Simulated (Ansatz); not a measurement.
Nb3Au2:
```
Nb3Au2
1.0
   -1.70092     1.70092     7.64280
    1.70092    -1.70092     7.64280
    1.70092     1.70092    -7.64280
Nb Au
3 2
Cartesian
  0.00000   0.00000   6.11122
  0.00000   0.00000   9.17437
  0.00000   0.00000   0.00000
  0.00000   0.00000   3.04717
  0.00000   0.00000  12.23842
```

Relaxed with r²SCAN.

Problem. Tabulate the valence density and the electron localisation function along the shortest Nb–Au contact (2.84 Å), r²SCAN (plane waves, PAW; program Ansatz).

Solution. 

```csv
distance from Nb (Å),density (e/Å³),ELF
0.28,5.10,0.46
0.43,4.95,0.71
0.57,3.83,0.78
0.71,2.38,0.74
0.85,1.24,0.57
1.00,0.62,0.31
1.14,0.38,0.18
1.28,0.30,0.20
1.42,0.31,0.30
1.56,0.38,0.36
1.71,0.55,0.36
1.85,0.87,0.38
1.99,1.78,0.43
2.13,3.63,0.50
2.27,6.02,0.55
2.42,8.84,0.60
2.56,11.75,0.68
```

The density is the valence pseudo-density with augmentation charge, so density and ELF within about 1 Å of a nucleus are not all-electron values.

Space group I4/mmm. The workflow started from an entry of the Crystallography Open Database (COD). Its standing as an ambient phase is unchecked. Symmetry was held in the r²SCAN relaxation; its stability against distortions is not shown here. The run is not spin-polarised. Spin–orbit coupling is left out wherever it is not named.

Potentials: the later of the program's two PAW sets.
